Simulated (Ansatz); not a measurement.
Ag:
```
Ag
1.0
    2.90545     0.00000     0.00000
   -1.45273     2.51619     0.00000
    0.00000     0.00000     4.73904
Ag
2
Direct
  0.33333   0.66667   0.25000
  0.66667   0.33333   0.75000
```

Relaxed with r²SCAN. Special points in fractions of this cell's reciprocal vectors: Γ (0.000, 0.000, 0.000); M (0.500, 0.000, 0.000); K (0.333, 0.333, 0.000); A (0.000, 0.000, 0.500); L (0.500, 0.000, 0.500); H (0.333, 0.333, 0.500).

Q: List the band energies nearest the Fermi level at these points for the program Ansatz at the r²SCAN level (PAW).

A: In eV from the Fermi level; about four levels below and three above (degenerate sets whole), none deeper than 8.9 eV; … stands for higher levels left out; points with the same levels are listed once.

| k | below | above |
|---|---|---|
| Γ | -4.48 -4.48 -3.47 -3.47 -0.30 | 3.59 15.98 … |
| M | -4.10 -3.34 -3.28 -3.20 | 0.09 1.51 7.09 |
| K | -4.35 -3.59 -3.59 -3.49 | 3.18 3.18 3.21 |
| A | -3.78 -3.78 -3.78 -3.78 | 11.41 11.41 … |
| L | -3.50 -3.50 -3.25 -3.25 | 0.84 0.84 4.61 4.61 |
| H | -4.42 -4.42 -3.42 -3.42 | 4.18 4.18 5.70 5.70 |

Space group P6_3/mmc (hcp (Mg type)). The first step of the workflow began from a Materials Project structure, measured or hypothetical; the Crystallography Open Database files this formula in space group No. 194, but the cells were not matched. It is not the phase usual at ambient conditions (space group No. 225). The cell was relaxed with r²SCAN under the symmetry of its start; whether a distortion lowers the energy is not shown. No spin polarisation was allowed. Spin–orbit coupling is left out wherever it is not named.

Potentials: the later of the program's two PAW sets.
